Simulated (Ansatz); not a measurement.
KI (rock salt, Fm-3m), a = b = c = 7.006 Å, α = β = γ = 90.00°; the cell used has 2 atoms.

Relaxed with PBEsol. Plane-wave PAW PBEsol (Ansatz code) gives a gap of 3.87 eV.

What gap does HSE06 give on the same cell (Ansatz, PAW)?

5.03 eV, 1.16 eV more. The hybrid was solved on a coarser mesh and at special points; its gap is the smallest among all of these.

```
k  v1 PBEsol  c1 PBEsol  v1 HSE06  c1 HSE06
-  ---------  ---------  --------  --------
Γ       0.00       3.87      0.00      5.03
X      -0.39       4.79         …         …
L      -0.36       5.41         …         …
W      -0.64       6.38         …         …
K      -0.41       5.50         …         …
```

Top valence (v1) and lowest conduction level (c1) in eV from each method's valence maximum (which need not be a listed point): supply the withheld HSE06 values.


- W, v1 HSE06: -0.66
- W, c1 HSE06: 7.55
- X, v1 HSE06: -0.41
- X, c1 HSE06: 5.89
- K, v1 HSE06: -0.43
- K, c1 HSE06: 6.63
- L, v1 HSE06: -0.37
- L, c1 HSE06: 6.52

Cost on shared cores: the PBEsol run (SCF on a 7×7×7 mesh, then bands and DOS) very roughly 18 core-seconds, the HSE06 run (SCF on 5×5×5, then a few points) very roughly 2.6 core-minutes; the tasks are unlike.

Symmetry was held in the PBEsol relaxation. Spin–orbit coupling is left out wherever it is not named.

Potentials: the later of the program's two PAW sets.
